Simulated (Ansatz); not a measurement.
Total density of states per atom from DFT-r²SCAN in the program Ansatz with PAW potentials, in 0.25 eV bins, energy from the Fermi level:

```
E (eV) | states/eV/atom
    -7.85 |  0.00
    -7.60 |  0.00
    -7.35 |  0.00
    -7.10 |  0.00
    -6.85 |  0.00
    -6.60 |  0.00
    -6.35 |  0.00
    -6.10 |  0.00
    -5.85 |  0.00
    -5.60 |  0.00
    -5.35 | ### 0.09
    -5.10 | ###### 0.18
    -4.85 | ######### 0.27
    -4.60 | ################## 0.53
    -4.35 | ######################## 0.70
    -4.10 | ################ 0.46
    -3.85 | ######### 0.25
    -3.60 | ######### 0.26
    -3.35 | ############ 0.34
    -3.10 | ############ 0.34
    -2.85 | ######## 0.22
    -2.60 | ################### 0.56
    -2.35 | #################### 0.57
    -2.10 | ########################## 0.74
    -1.85 | ################## 0.52
    -1.60 | ##################### 0.61
    -1.35 | ##################### 0.59
    -1.10 | ######################## 0.69
    -0.85 | ################## 0.52
    -0.60 | ############ 0.35
    -0.35 | ##### 0.16
    -0.10 | # 0.04
     0.15 |  0.00
     0.40 |  0.01
     0.65 | ## 0.06
     0.90 | ###### 0.16
     1.15 | ####### 0.20
     1.40 | ####### 0.21
     1.65 | ########## 0.29
     1.90 | ################### 0.55
     2.15 | ##################### 0.61
     2.40 | ############### 0.42
     2.65 | ################## 0.53
     2.90 | ################ 0.46
     3.15 | ######### 0.27
     3.40 | ################# 0.48
     3.65 | ################# 0.48
     3.90 | ############################## 0.87
     4.15 | ################## 0.53
     4.40 | ######################### 0.71
     4.65 | ########################### 0.78
```

Task: Pick the material that matches.
A. KCd4As3, R-3m (Pearson symbol hR8)
B. TaAl3, I4/mmm (Ta on 2a, Al on 2b, Al on 4d)
C. YSb, rock salt
D. ZrCd, P4/nmm (Zr on 2c, Cd on 2c)

Result: A, KCd4As3, R-3m (Pearson symbol hR8). Within 0.5 eV of the Fermi level: As 4p 86 %. Projections are on Löwdin-orthogonalised atomic valence shells; empty p or d shells of many metals are not among them.

The workflow started from an entry of the Crystallography Open Database (COD, 200 K). Its standing as an ambient phase is unchecked. The cell was relaxed with r²SCAN under the symmetry of its start; its stability against distortions is not shown here. Scalar-relativistic: spin–orbit coupling is off unless named, which matters more the heavier the elements.

Potentials: the later of the program's two PAW sets.
